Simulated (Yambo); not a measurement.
G0W0@PBEsol for HfS2 (CdI2 type, space group P-3m1, No. 164) in Yambo. Reference settings: 6×6×2 Γ-centred k mesh, bands 2 to 157 and a 10 Ry block in the screening, 157 bands in G with the Bruneval-Gonze terminator, plasmon pole fitted at 27.2 eV. The PBEsol gap Γ → L on this mesh is 0.79 eV; G0W0 gaps are taken between the same points.

The settings were changed. The gap went from 1.96 eV to 1.96 eV, and the shift of the valence edge from -0.76 eV to -0.65 eV.

Name the change that produced these shifts.
A) pole fitted at 15 eV
B) 99 bands in G, no terminator
C) 4 Ry block
D) 54 bands in W, 54 bands in G

A, pole fitted at 15 eV. The others gave (gap, valence shift): 99 bands in G, no terminator: 1.97, -0.56 eV; 4 Ry block: 1.75, -0.42 eV; 54 bands in W, 54 bands in G: 1.97, -0.50 eV.

Spin-orbit coupling is not included.

Geometry relaxed with PBE+D3(BJ); primitive cell a = b = 3.6089 Å, c = 5.7581 Å, α = β = 90.00°, γ = 120.00°.

A shift is the quasiparticle energy of the state minus its PBEsol energy.
